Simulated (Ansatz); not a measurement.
SrTl$_{2}$ (space group P6_3/mmc)

```xyz
6
Lattice="5.0983 0.0000 0.0000 -2.5492 4.4153 0.0000 0.0000 0.0000 8.1277" Properties=species:S:1:pos:R:3 pbc="T T T"
Sr     0.0000     0.0000     2.0319
Sr     0.0000     0.0000     6.0958
Tl     0.0000     2.9435     3.6766
Tl     2.5492     1.4718     4.4511
Tl     2.5492     1.4718     7.7404
Tl     0.0000     2.9435     0.3873
```

E(V) scan at fixed shape, V₀ the volume above. The atoms relax within the cell's symmetry.

Method: PBEsol (plane waves to 420 eV, PAW, scalar-relativistic; Ansatz, a quantum-chemistry and plane-wave program). k mesh 11×11×6 (Γ-centred), Fermi-Dirac smearing 0.05 eV. Energies are smeared free energies. Compression counts positive. With the shape held, the modulus is that of even scaling; a crystal free to change shape is softer. Spin-orbit coupling is left out, though Tl is heavy. SrTl2 was relaxed with its symmetry unable to fall. ΔE is measured from the relaxed starting cell.

| V (Å³/atom) | ΔE (meV/atom) | P (GPa) |
|---|---|---|
| 25.614 | 120 | 9.5 |
| 26.834 | 62 | 6.2 |
| 28.054 | 25 | 3.6 |
| 29.273 | 6 | 1.6 |
| 30.493 | 0 | 0.0 |
| 31.713 | 5 | -1.2 |
| 32.932 | 18 | -2.2 |
| 34.152 | 38 | -3.0 |
| 35.372 | 63 | -3.5 |

Read from the data:

| Quantity | Result |
|---|---|
| Pressure at the smallest volume | 9.5 GPa |
| Energy cost of the largest compression | 120 meV/atom |
| Energy cost of the largest expansion | 63 meV/atom |
| Bulk modulus at fixed cell shape B₀ (third-order Birch-Murnaghan fit) | 34.7 GPa |
| Pressure derivative B₀′ (fit) | 5.1 |
| Equilibrium volume of the fit | 30.49 Å³/atom |
| Pressure for 5 % compression (fit) | 2.0 GPa |

(Under strain, the slope of the energy per volume gives the stress and its curvature an elastic modulus.)
